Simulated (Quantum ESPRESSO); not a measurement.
WCu5InAl, a guest atom moved from site to site

Computed values, not a measurement. The program is pw.x of Quantum ESPRESSO 7.5 (plane-wave density functional theory). The cell is made up: eight metal atoms on a hexagonal close-packed lattice, with elements, volume, strain and displacements drawn at random and not relaxed, so it may be unstable or far from any real phase. PseudoDojo standard norm-conserving files set the functional (PBE unless stated); there is no spin polarisation or spin-orbit coupling, the Fermi-Dirac width of 0.25 eV means electrons at about 2900 K, and the masses in the input are unused placeholders. The copper pseudopotential is less sure than most, with forces differing by about three percent and pressure by about two GPa from a second method on plain copper. Heavy elements are run without spin-orbit coupling, which real alloys of them have. A spin test at this wide smearing found no moment, but such smearing suppresses magnetism that the real alloy may have.

The runs move one W atom among sites that otherwise hold Cu. Cell, positions, cutoff, mesh and smearing stay as in the input of run 1; sites are counted in its order. Stress in the tables is positive in tension.

Input of run 1:

```
&control calculation='scf', pseudo_dir='./dojo.nc.sr.pbe.v0_5.standard.upf', outdir='./o', disk_io='medium', tprnfor=.true., tstress=.true. /
&system ibrav=0, nat=8, ntyp=4, nbnd=72, ecutwfc=92.02030273, nosym=.true., tot_charge=0,
 occupations='smearing', smearing='fd', degauss=0.0183746611
/
&electrons conv_thr=1.470e-08, electron_maxstep=70, mixing_beta=0.5 /
ATOMIC_SPECIES
Al 1.0 Al.upf
Cu 1.0 Cu.upf
In 1.0 In.upf
W 1.0 W.upf
CELL_PARAMETERS angstrom
-2.7498 0.0001 0.0406
0.0643 4.7867 -4.2792
0.0646 -4.7119 -4.1976
ATOMIC_POSITIONS angstrom
W 0.0067 -0.0431 -0.0206
Cu 0.0244 1.6169 -2.0816
Cu 0.1115 0.0651 -4.246
Cu 0.1513 1.6601 -6.34
Cu -1.3316 -0.7925 -2.0626
In -1.3319 -2.3086 -4.1965
Cu -1.3011 -0.7549 -6.295
Al -1.2852 2.4002 -4.2548
K_POINTS automatic
8 4 4 1 1 1
```

```
run  elements on sites 1 to 8  free energy less that of run 1 (eV)  -TS (eV)  pressure (GPa)  stress xx (GPa)  stress yy (GPa)  stress zz (GPa)  stress yz (GPa)  stress xz (GPa)  stress xy (GPa)  iterations
  1    W Cu Cu Cu Cu In Cu Al                                0.000    -0.733            5.41            -5.75            -2.38            -8.09            -0.92            -1.74            -0.42          16
  2    Cu W Cu Cu Cu In Cu Al                                0.243    -0.731            6.79            -6.40            -1.53           -12.42            -3.32            -2.26            -0.20          17
  3    Cu Cu W Cu Cu In Cu Al                                0.031    -0.709            5.81            -6.09            -3.99            -7.36            -0.83            -1.30             0.39          16
  4    Cu Cu Cu W Cu In Cu Al                                0.120    -0.729            6.47            -6.05            -1.47           -11.90             0.63            -1.80            -0.49          16
  5    Cu Cu Cu Cu W In Cu Al                                0.099    -0.812            5.79            -4.57            -2.64           -10.17            -2.83            -1.70            -0.26          16
  6    Cu Cu Cu Cu Cu In W Al                                0.064    -0.813            5.42            -4.25            -2.42            -9.59             0.91            -1.23             0.11          16
```

Forces Fx Fy Fz (eV/Å):

| site | run 1 | run 2 | run 3 | run 4 | run 5 | run 6 |
| --- | --- | --- | --- | --- | --- | --- |
| 1 | 0.01 -0.86 0.71 | -0.03 -0.60 0.44 | 0.01 -0.44 0.25 | 0.03 -0.55 0.17 | 0.08 -0.20 0.98 | -0.07 -0.32 -0.07 |
| 2 | -0.06 -0.43 -1.44 | -0.23 -1.47 -3.31 | -0.15 -0.49 -1.00 | -0.08 -0.50 -1.17 | -0.07 -0.28 -1.29 | -0.11 -0.89 -1.22 |
| 3 | -0.13 0.62 0.15 | -0.06 0.58 0.02 | -0.33 1.64 0.46 | -0.15 0.54 0.38 | -0.20 0.86 -0.14 | -0.10 0.94 0.76 |
| 4 | -0.16 -0.43 0.61 | -0.16 -0.44 0.45 | -0.10 -0.40 0.20 | -0.39 -1.38 1.01 | -0.15 -0.87 0.50 | -0.20 -0.23 0.43 |
| 5 | -0.07 0.38 -0.47 | 0.00 0.35 0.31 | 0.08 0.50 0.60 | 0.04 0.90 0.23 | 0.00 1.40 0.70 | 0.00 0.49 0.27 |
| 6 | 0.24 0.81 0.42 | 0.47 0.59 3.13 | 0.34 -1.79 0.50 | 0.21 0.28 -1.42 | 0.22 -1.06 -0.85 | 0.14 -1.16 1.78 |
| 7 | 0.16 0.49 -0.34 | 0.11 0.88 -0.72 | 0.09 0.44 -1.31 | 0.12 0.38 -0.73 | 0.11 0.50 -0.68 | 0.23 1.39 -1.85 |
| 8 | 0.02 -0.58 0.36 | -0.09 0.10 -0.32 | 0.06 0.52 0.29 | 0.23 0.33 1.55 | 0.01 -0.35 0.77 | 0.10 -0.22 -0.09 |

The sites are displaced and not relaxed, so the energy differences hold strain from misfit and are not ordering energies. A rerun of one cell of this series at a higher cutoff and on a denser mesh moved values by no more than 0.002 eV in energy, 0.13 GPa in stress and 0.012 eV/Å in force, and a second program with other atomic files agreed on that cell to 2 % rms in force and 0.5 GPa in pressure.